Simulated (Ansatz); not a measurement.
A geometry of Ge₂W away from equilibrium: step 2 of the relaxation of a generated trial cell of Ge2W. The numbers are results of r2SCAN (plane waves to 500 eV, PAW, scalar-relativistic; Ansatz, a program for electronic structure), not measurements. Γ-centred k-mesh 8×8×7 on the run's cell, Fermi–Dirac smearing 0.05 eV. The plane waves were selected for a different cell earlier on the path.

```yaml
crystal:
  lattice:
    - [4.00901, -2.32582, 0.00000]
    - [4.00901, 2.32582, 0.00000]
    - [0.00000, 0.00000, 4.71530]
  atoms:
    - { symbol: Ge, position: [0.09127, 0.59088, 0.75000] }
    - { symbol: Ge, position: [0.40912, 0.90873, 0.75000] }
    - { symbol: Ge, position: [0.59088, 0.09127, 0.25000] }
    - { symbol: Ge, position: [0.90873, 0.40912, 0.25000] }
    - { symbol: W, position: [0.74651, 0.25349, 0.75000] }
    - { symbol: W, position: [0.25349, 0.74651, 0.25000] }
```

Problem. What forces act on the atoms (eV/Å)?

Solution. 
```tsv
atom	Fx	Fy	Fz
Ge1	-0.77	0.07	0.00
Ge2	0.77	0.07	0.00
Ge3	-0.77	-0.07	0.00
Ge4	0.77	-0.07	0.00
W5	0.00	-0.29	0.00
W6	0.00	0.29	0.00
```

The path ends in I4/mmm (No. 139) (AFLOW prototype AB2_tI6_139_a_e (C11_b, as in Si2Mo)). No spin polarisation in the result.

The run could not lose the symmetry of its start.

The first start was generated by placing the elements on the sites of a structure type. A measured structure of Ge2W has the same space group, I4/mmm (No. 139); the sites were not compared with it.
